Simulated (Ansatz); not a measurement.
SnO$_{2}$ (rutile, P4_2/mnm), plane-wave PAW PBE (Ansatz code), all energies at zero smearing, with the estimated change up to a 700 eV cutoff added, with one set of potentials and settings (totals compare only within such a set). Cell of 6 atoms (2 Sn, 4 O): -14318.166 eV.

```tsv
element	reference phase	E (eV/atom)
Sn	Fd-3m, 2 atoms in the cell	-6024.2887
O	C2/m, 4 atoms in the cell, spin-polarised	-565.0042
```

Formation energy per atom, worked out: (-14318.166 − 2×(-6024.2887) − 4×(-565.0042))/6 = -1.595 eV/atom (-154 kJ per mol of atoms), at 0 K, without zero-point energy or fitted corrections.

The cell was relaxed with PBE under the symmetry of its start. The references are the lowest solids computed at this level, not always the standard phases (solids in place of the gases). Spin–orbit coupling is left out wherever it is not named.

Potentials: the earlier of the program's two PAW sets.
